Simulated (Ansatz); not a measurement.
BePd:
```cif
data_BePd
_chemical_formula_sum 'Be1 Pd1'
_space_group_name_H-M_alt 'Pm-3m'
_space_group_IT_number 221
_space_group_name_Hall '-P 4 2 3'
_cell_length_a 2.81220
_cell_length_b 2.81220
_cell_length_c 2.81220
_cell_angle_alpha 90.000
_cell_angle_beta 90.000
_cell_angle_gamma 90.000
loop_
_atom_site_label
_atom_site_type_symbol
_atom_site_symmetry_multiplicity
_atom_site_Wyckoff_symbol
_atom_site_fract_x
_atom_site_fract_y
_atom_site_fract_z
_atom_site_occupancy
Be1 Be 1 a 0.00000 0.00000 0.00000 1
Pd1 Pd 1 b 0.50000 0.50000 0.50000 1
```

Relaxed with r²SCAN.

**Question.** Tabulate the valence density and the electron localisation function along the shortest Be–Pd contact (2.44 Å), DFT-r²SCAN in the program Ansatz with PAW potentials.

**Answer.** 

| distance from Be (Å) | density (e/Å³) | ELF |
|---|---|---|
| 0.24 | 0.09 | 0.00 |
| 0.37 | 0.14 | 0.01 |
| 0.49 | 0.18 | 0.08 |
| 0.61 | 0.21 | 0.22 |
| 0.73 | 0.23 | 0.37 |
| 0.85 | 0.25 | 0.43 |
| 0.97 | 0.26 | 0.41 |
| 1.10 | 0.30 | 0.35 |
| 1.22 | 0.36 | 0.29 |
| 1.34 | 0.51 | 0.27 |
| 1.46 | 0.79 | 0.32 |
| 1.58 | 1.47 | 0.42 |
| 1.70 | 3.01 | 0.51 |
| 1.83 | 5.60 | 0.55 |
| 1.95 | 8.63 | 0.53 |
| 2.07 | 11.20 | 0.45 |
| 2.19 | 12.81 | 0.34 |

The density is the valence pseudo-density with augmentation charge, so density and ELF within about 1 Å of a nucleus are not all-electron values.

The workflow started from an entry of the Crystallography Open Database (COD). Whether it is the stable phase at ambient conditions was not checked. Symmetry was held in the r²SCAN relaxation; whether a distortion lowers the energy is not shown. The run is not spin-polarised.

Potentials: the later of the program's two PAW sets.
